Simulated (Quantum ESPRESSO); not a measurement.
**Kohn-Sham bands of Au (bcc (W type), model phase)**

```xyz
1
Lattice="-1.6573 1.6573 1.6573 1.6573 -1.6573 1.6573 1.6573 1.6573 -1.6573" Properties=species:S:1:pos:R:3 pbc="T T T"
Au     0.0000     0.0000     0.0000
```

Materials Project entry mp-2647062; symmetrised, unrelaxed at this level. This isn't the element's usual structure (fcc); take it as a model of another phase. Method: PBEsol plane waves in Quantum ESPRESSO 7.5 (PseudoDojo norm-conserving files, 61 Ry, spinors with spin-orbit coupling), Bloch states on a 10×10×10 mesh through Γ, Wannier90 4.0.1. Density: 18×18×18 mesh, cold smearing 0.01 Ry.

List the Kohn-Sham levels between −8 and 3.0 eV relative to the Fermi level at the high-symmetry points, as a band run of pw.x on that density gives them (levels within 2 meV counted together).


```json
[
 {"point": "Γ", "k (reciprocal lattice)": "0.000 0.000 0.000", "levels (eV)": "-5.16 (×4), -3.99 (×2), -2.57 (×4)"},
 {"point": "H", "k (reciprocal lattice)": "0.500 -0.500 0.500", "levels (eV)": "-6.46 (×4), -2.08 (×4), -1.04 (×2)"},
 {"point": "N", "k (reciprocal lattice)": "0.000 0.000 0.500", "levels (eV)": "-6.85 (×2), -5.78 (×2), -3.02 (×2), -2.62 (×2), -1.22 (×2), -0.61 (×2)"},
 {"point": "P", "k (reciprocal lattice)": "0.250 0.250 0.250", "levels (eV)": "-5.40 (×4), -4.79 (×2), -2.45 (×4), 2.60 (×2)"}
]
```
